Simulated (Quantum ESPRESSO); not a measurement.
**Kohn-Sham bands of HfGe2 (Cmcm)**

```
CELL_PARAMETERS angstrom
      0.00000     0.00000     3.75280
     -3.78610     0.00000     0.00000
      1.89305    -7.48784     0.00000
ATOMIC_POSITIONS crystal
  Hf 0.75000 0.10613 0.21226
  Hf 0.25000 0.89387 0.78774
  Ge 0.75000 0.44042 0.88084
  Ge 0.25000 0.55958 0.11916
  Ge 0.25000 0.25015 0.50030
  Ge 0.75000 0.74985 0.49970
```

Materials Project entry mp-13683; symmetrised, unrelaxed at this level. COD (Crystallography Open Database) has an entry of this formula and space group (matched by these alone). Computed values, not measurements, from PBEsol: Quantum ESPRESSO (norm-conserving PseudoDojo potentials, cutoff 63 Ry, no spin polarisation, no spin-orbit coupling) on a Γ-centred 4×6×6 mesh, then Wannier90. Density: 8×8×8 mesh, cold smearing 0.01 Ry. Spin-orbit coupling is left out although heavy elements are present.

Energies are relative to the Fermi level; weights are on the orthonormalised atomic waves of the pseudopotential files, averaged over the group. 80 electrons a cell are treated as valence.

Task: Into which isolated groups do the bands fall, where do they lie and what are they made of?

Result: 
```tsv
bands	from (eV)	to (eV)	filling	weight on atomic waves
1–2	-62.43	-62.42	filled	Hf 5s 96 %
3–8	-31.19	-31.03	filled	Hf 5p 98 %
9–28	-25.01	-24.58	filled	Ge 3d 100 %
```

No gap over 0.05 eV opens at the Fermi level at this level of theory.
